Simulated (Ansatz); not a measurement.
FeNi:
```yaml
crystal:
  lattice:
    - [1.25571, 0.72498, 4.10003]
    - [-1.25571, 0.72498, 4.10003]
    - [0.00000, -1.44997, 4.10003]
  atoms:
    - { symbol: Fe, position: [0.00000, 0.00000, 0.00000] }
    - { symbol: Ni, position: [0.50000, 0.50000, 0.50000] }
```
The run is spin-polarised; directions of the spins, atom by atom: ↑ ↑.

Relaxed with r²SCAN. Special points in fractions of this cell's reciprocal vectors: Γ (0.000, 0.000, 0.000); T (0.500, 0.500, 0.500); H2 (0.812, 0.188, 0.500); H0 (0.500, -0.188, 0.188); L (0.500, 0.000, 0.000); S0 (0.344, -0.344, 0.000); S2 (0.656, 0.000, 0.344); F (0.500, 0.000, 0.500).

Question: List the band energies nearest the Fermi level at these points for r²SCAN (plane waves, PAW; program Ansatz).

Answer: In eV from the Fermi level; about four levels below and three above (degenerate sets whole), none deeper than 8.9 eV; … stands for higher levels left out; points with the same levels are listed once.

```
k                             below                above
----  -----------------------------  -------------------
Γ ↑   -2.15 -2.15 -1.24 -1.24 -0.55                    …
T ↑         -2.31 -2.31 -1.74 -1.74                    …
H2 ↑        -2.32 -2.23 -1.40 -1.37          4.59 4.83 …
L ↑         -2.73 -2.07 -1.28 -1.15          1.92 2.11 …
S0 ↑        -2.36 -2.14 -1.50 -1.35          4.37 5.26 …
F ↑         -1.23 -1.07 -1.02 -0.53               2.34 …
Γ ↓         -1.08 -1.08 -0.92 -0.90  0.71 0.71 2.41 2.41
T ↓   -1.55 -1.55 -0.96 -0.71 -0.71  0.35 0.35 2.17 2.17
H2 ↓        -2.98 -2.91 -2.19 -1.02       0.21 0.67 1.01
L ↓         -2.25 -1.94 -1.10 -0.52       0.20 1.49 2.61
S0 ↓        -2.91 -2.88 -2.26 -1.07       0.26 0.69 0.97
F ↓         -3.44 -1.46 -0.90 -0.87       0.20 1.13 2.05
```

Space group R-3m. The workflow started from a Materials Project entry (that database holds measured and hypothetical structures alike); the Crystallography Open Database copy checked does not list it. COD files the formula under space group No. 123. With Fe and Ni taken as one species the cell has the higher symmetry Fm-3m, so it may be an ordered model of a mixed-site phase. Whether it is the stable phase at ambient conditions was not checked. The r²SCAN relaxation kept the symmetry of its start; whether a distortion lowers the energy is not shown. The final state is ferromagnetic, chosen from 5 collinear starts compared on coarse meshes (ties went to the first, and starts can fall back to one state), not a proven ground state. Other orbital occupations within this spin state were not tried.

Potentials: the later of the program's two PAW sets.
